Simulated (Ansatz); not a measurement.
**Fixed-spin-moment curve of TaO2**

The calculation used DFT r2SCAN, scalar-relativistic, plane waves, PAW in Ansatz.

```
CELL_PARAMETERS angstrom
3.05811 0.00000 0.00000
-1.52906 2.64840 0.00000
0.00000 0.00000 4.86591
ATOMIC_POSITIONS crystal
Ta 0.00000 0.00000 0.00000
O 0.33333 0.66667 0.22153
O 0.66667 0.33333 0.77847
```

```
plane-wave cutoff : 500 eV
Γ-centred k-mesh  : 18×18×10
occupation rule   : Gaussian smearing, 0.1 eV
```

The total moment of the cell is held at each value, at fixed atoms.

Site moments are spin moments in atom-centred spheres that scale with the neighbour distance.

| held moment (μB/cell) | E above lowest (meV/atom) | P (GPa) | site moments (μB) |
| --- | --- | --- | --- |
| 0.00 | 7.5 | -0.6 | none over 0.05 |
| 0.25 | 4.7 | -0.5 | Ta +0.10 |
| 0.50 | 0.7 | -0.3 | Ta +0.20 |
| 0.75 | 0.0 | 0.2 | Ta +0.30, O +0.05 (×2) |
| 1.00 | ? | ? | ? |
| 1.25 | ? | ? | ? |
| 1.50 | 397.5 | 5.9 | Ta +0.48, O +0.21 (×2) |
| 1.75 | 613.8 | 8.6 | Ta +0.52, O +0.28 (×2) |
| 2.00 | ? | ? | ? |

(1) Fill in the withheld rows.

## Answers

(1) The withheld rows:

| held moment (μB/cell) | E above lowest (meV/atom) | P (GPa) | site moments (μB) |
| --- | --- | --- | --- |
| 1.00 | 4.1 | 0.8 | Ta +0.39, O +0.07 (×2) |
| 1.25 | 194.2 | 3.3 | Ta +0.44, O +0.14 (×2) |
| 2.00 | 842.5 | 11.5 | Ta +0.57, O +0.35 (×2) |

Cost: 9 runs of about 10 core-minutes in all, on Arm Neoverse V1 (shared hosts).